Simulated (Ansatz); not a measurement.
La$_{2}$SiO$_{5}$ in space group P2_1/c (No. 14; Pearson symbol mP32), DFT-r²SCAN in the program Ansatz with PAW potentials, all energies at zero smearing, with the estimated change up to a 700 eV cutoff added, with one set of potentials and settings (totals compare only within such a set). Cell of 32 atoms (8 La, 4 Si, 20 O): -64108.760 eV.

```
element                            reference phase  E (eV/atom)
-------  -----------------------------------------  -----------
La                   P6_3/mmc, 4 atoms in the cell   -6264.6784
Si                      Fd-3m, 2 atoms in the cell    -639.0667
O        C2/m, 4 atoms in the cell, spin-polarised    -566.0281
```

Formation energy per atom, worked out: (-64108.760 − 8×(-6264.6784) − 4×(-639.0667) − 20×(-566.0281))/32 = -3.578 eV/atom (-345 kJ per mol of atoms), at 0 K, without zero-point energy or fitted corrections.

The first step of the workflow began from a Materials Project structure, measured or hypothetical; the Crystallography Open Database copy checked does not list it. Its standing as an ambient phase is unchecked. The cell was relaxed with r²SCAN under the symmetry of its start; its stability against distortions is not shown here. The references are the lowest solids computed at this level, not always the standard phases (solids in place of the gases). Spin–orbit coupling is left out wherever it is not named.

Potentials: the later of the program's two PAW sets.
